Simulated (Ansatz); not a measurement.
GaSbAs2 under pressure

Computed with Ansatz, DFT PBE, scalar-relativistic, plane waves, PAW. Plane waves to 420 eV; Γ-centred k mesh 10×10×6; Fermi-Dirac smearing of 0.15 eV. No spin polarisation. Phonons by linear response, acoustic sum rule imposed.

Equilibrium structure at this level:
```
Ga Sb As
1.0
     4.18860    0.00000    0.00000
     0.00000    4.18860    0.00000
     0.00000    0.00000    6.60050
Ga Sb As
1 1 2
Direct
  0.50000 0.50000 0.00000
  0.00000 0.00000 0.50000
  0.50000 0.00000 0.78639
  0.00000 0.50000 0.21361
```

The cell was built by swapping an element in a database structure (itself possibly hypothetical) and relaxing; it need not be the stable form of this composition. In a metal, frequencies and elastic constants depend on the k mesh and the smearing, soft modes and shear constants most.

Optical modes at Γ (cm⁻¹) at zero pressure: 39, 119, 155, 168, 200, 203.

Q: Under hydrostatic pressure the same modes lie at 61i, 173, 191, 228, 266, 281 cm⁻¹. What is the pressure, and how much has the cell shrunk?

A: 15 GPa; the volume is 21.7 % smaller.